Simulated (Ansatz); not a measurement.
BeS (zinc blende, F-43m), a = 4.868 Å, b = 4.868 Å, c = 4.868 Å, α = 90.00°, β = 90.00°, γ = 90.00°; the cell used has 2 atoms.

Relaxed with r²SCAN.

Question: Tabulate the valence density and the electron localisation function along the shortest Be–S contact (2.11 Å), r²SCAN in the plane-wave PAW code Ansatz.

Answer: 

| distance from Be (Å) | density (e/Å³) | ELF |
|---|---|---|
| 0.21 | 0.10 | 0.00 |
| 0.32 | 0.14 | 0.01 |
| 0.42 | 0.20 | 0.09 |
| 0.53 | 0.26 | 0.38 |
| 0.63 | 0.33 | 0.71 |
| 0.74 | 0.39 | 0.86 |
| 0.84 | 0.46 | 0.91 |
| 0.95 | 0.56 | 0.93 |
| 1.05 | 0.68 | 0.94 |
| 1.16 | 0.83 | 0.94 |
| 1.26 | 1.01 | 0.93 |
| 1.37 | 1.17 | 0.92 |
| 1.48 | 1.27 | 0.86 |
| 1.58 | 1.23 | 0.73 |
| 1.69 | 1.04 | 0.44 |
| 1.79 | 0.72 | 0.12 |
| 1.90 | 0.40 | 0.01 |

The density is the valence pseudo-density with augmentation charge, so density and ELF within about 1 Å of a nucleus are not all-electron values.

The cell was relaxed with r²SCAN under the symmetry of its start.

Potentials: the earlier of the program's two PAW sets. The files were generated under PBE; for other functionals the program regenerates the frozen cores, and for LDA and PBEsol the local potential too.
